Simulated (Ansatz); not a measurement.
GaAs:
```xyz
4
Lattice="3.9931 0.0000 0.0000 -1.9966 3.4582 0.0000 0.0000 0.0000 6.5844" Properties=species:S:1:pos:R:3 pbc="T T T"
Ga     0.0000     2.3054     0.0004
Ga     1.9966     1.1527     3.2926
As     0.0000     2.3054     2.4621
As     1.9966     1.1527     5.7543
```

Cartesian axes are those of the cell as given.

Q: Give the high-frequency dielectric tensor and the Born effective charge tensors of the independent atoms from DFPT, plane-wave PAW r²SCAN (Ansatz code).

A: 
ε∞:
```
10.9  0.00  0.00
0.00  10.9  0.00
0.00  0.00  11.3
```
Z* of atom 1 (Ga), rows: field, columns: displacement, in e:
```
2.02  0.00  0.00
0.00  2.02  0.00
0.00  0.00  2.20
```
Z* of atom 3 (As), rows: field, columns: displacement, in e:
```
-2.02   0.00   0.00
 0.00  -2.02   0.00
 0.00   0.00  -2.20
```

Static charges for comparison (Bader): Ga1 +0.78, As3 -0.78 e. Born charges measure polarisation by displacement and can exceed these by far.

Space group P6_3mc (wurtzite). The workflow started from a Materials Project entry (that database holds measured and hypothetical structures alike); the Crystallography Open Database copy checked does not list it. It is not the phase usual at ambient conditions (space group No. 216). The r²SCAN relaxation kept the symmetry of its start; its stability against distortions is not shown here. Scalar-relativistic: spin–orbit coupling is off unless named, which matters more the heavier the elements.

Potentials: the earlier of the program's two PAW sets. The files were generated under PBE; for other functionals the program regenerates the frozen cores, and for LDA and PBEsol the local potential too.
